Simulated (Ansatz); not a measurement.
YN in space group P4/nmm (No. 129; Y on 2c, N on 2a) under volume change, PBE in the plane-wave PAW code Ansatz, shape and atoms relaxed at each volume.

```
V (Å³/atom)  E − E(relaxed) (meV/atom)  P (GPa)
-----------  -------------------------  -------
14.588                            22.4     5.63
15.069                             9.1     3.30
15.550                             2.1     1.48
16.031                             0.0     0.00
16.512                             1.8    -1.15
16.993                             6.6    -2.02
17.474                            13.7    -2.70
```

Problem. What does a third-order Birch–Murnaghan fit give for V₀, B₀ and B′?

Solution. V₀ = 16.03 Å³/atom, B₀ = 42.9 GPa, B′ = 7.1.

A made-up cell: these elements were put on the sites of a structure type; neither database checked (COD, Materials Project) lists it. COD files the formula under space group No. 225, so this cell is another polymorph or a model. Whether it is the stable phase at ambient conditions was not checked. Symmetry was held in the PBE relaxation; whether a distortion lowers the energy is not shown. The run is not spin-polarised.

Potentials: the later of the program's two PAW sets.
